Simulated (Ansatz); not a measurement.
# Bands of Sr

```
CELL_PARAMETERS angstrom
0.00000 3.04235 3.04235
3.04235 0.00000 3.04235
3.04235 3.04235 0.00000
ATOMIC_POSITIONS crystal
Sr 0.00000 0.00000 0.00000
```

The cell is COD entry 9008484, as deposited and not checked against the literature; nothing was relaxed.

Level of theory: DFT, LDA, all-electron LAPW, scalar-relativistic (Ansatz 0.2.0).

Sampling and basis: a Γ-centred 10×10×10 k mesh, Fermi–Dirac smearing of 0.08 eV, basis error target 0.5 meV/atom, no spin polarisation.

Points in fractions of the reciprocal vectors of this cell: Γ (0, 0, 0), X (0.5, 0, 0.5), U (0.625, 0.25, 0.625), K (0.375, 0.375, 0.75), L (0.5, 0.5, 0.5), W (0.5, 0.25, 0.75). The path joins them by straight lines in the order Γ–X–U–K–Γ–L–W–X; legs that retrace an earlier one aren't tabulated. Energies are in eV from the Fermi level.

Problem. Metal or insulator at this level of theory?

Solution. No gap opens: metallic or semimetallic.

Problem. Tabulate bands 7 to 12, counted from the lowest band of the run, along the path.

Solution. 
```tsv
k (1/Å)	point	band 7	band 8	band 9	band 10	band 11	band 12
0.00	Γ	-18.49	-18.49	-18.49	-3.64	2.22	2.22
0.15		-18.50	-18.49	-18.49	-3.53	2.07	2.28
0.30		-18.53	-18.50	-18.50	-3.21	1.70	2.44
0.44		-18.56	-18.52	-18.52	-2.71	1.26	2.34
0.59		-18.60	-18.53	-18.53	-2.08	0.87	1.75
0.74		-18.63	-18.55	-18.55	-1.40	0.57	1.30
0.89		-18.66	-18.56	-18.56	-0.85	0.38	1.07
1.03	X	-18.66	-18.56	-18.56	-0.64	0.32	1.03
1.08		-18.66	-18.56	-18.56	-0.63	0.32	1.02
1.14		-18.66	-18.56	-18.56	-0.59	0.33	1.00
1.19		-18.66	-18.57	-18.56	-0.53	0.33	0.97
1.24		-18.65	-18.57	-18.55	-0.44	0.33	0.93
1.29		-18.65	-18.58	-18.55	-0.34	0.32	0.89
1.35		-18.64	-18.59	-18.55	-0.22	0.28	0.85
1.40	U	-18.63	-18.60	-18.54	-0.09	0.20	0.81
1.49		-18.63	-18.60	-18.54	-0.02	0.16	0.80
1.58		-18.63	-18.60	-18.55	0.02	0.16	0.80
1.67		-18.63	-18.60	-18.55	0.05	0.17	0.81
1.76		-18.63	-18.60	-18.55	0.05	0.17	0.81
1.85		-18.63	-18.60	-18.55	0.02	0.16	0.80
1.94		-18.63	-18.60	-18.54	-0.02	0.16	0.80
2.03	K	-18.63	-18.60	-18.54	-0.09	0.20	0.81
2.19		-18.62	-18.61	-18.53	-0.34	0.42	0.73
2.34		-18.63	-18.58	-18.52	-1.11	0.77	0.99
2.50		-18.61	-18.55	-18.51	-1.90	0.94	1.57
2.66		-18.58	-18.52	-18.50	-2.61	1.25	2.07
2.81		-18.54	-18.51	-18.49	-3.16	1.65	2.30
2.97		-18.50	-18.49	-18.49	-3.51	2.05	2.27
3.13	Γ	-18.49	-18.49	-18.49	-3.64	2.22	2.22
3.25		-18.50	-18.49	-18.49	-3.55	2.10	2.26
3.38		-18.53	-18.50	-18.50	-3.32	1.79	2.35
3.51		-18.56	-18.50	-18.50	-2.94	1.41	2.40
3.64		-18.60	-18.51	-18.51	-2.45	1.01	2.33
3.76		-18.64	-18.51	-18.51	-1.91	0.62	2.21
3.89		-18.67	-18.52	-18.52	-1.41	0.27	2.12
4.02	L	-18.68	-18.52	-18.52	-1.16	0.09	2.08
4.12		-18.67	-18.52	-18.52	-1.11	0.08	1.99
4.23		-18.67	-18.53	-18.52	-0.94	0.06	1.75
4.33		-18.66	-18.55	-18.53	-0.67	0.04	1.44
4.44		-18.64	-18.57	-18.54	-0.32	0.04	1.13
4.54		-18.63	-18.59	-18.55	0.04	0.07	0.87
4.65		-18.62	-18.61	-18.56	0.07	0.43	0.68
4.75	W	-18.61	-18.61	-18.56	0.08	0.60	0.60
4.82		-18.62	-18.60	-18.56	0.03	0.53	0.68
4.90		-18.63	-18.59	-18.56	-0.11	0.47	0.76
4.97		-18.64	-18.58	-18.56	-0.27	0.41	0.85
5.04		-18.65	-18.57	-18.56	-0.42	0.37	0.92
5.12		-18.66	-18.56	-18.56	-0.54	0.34	0.97
5.19		-18.66	-18.56	-18.56	-0.61	0.32	1.01
5.27	X	-18.66	-18.56	-18.56	-0.64	0.32	1.03
```
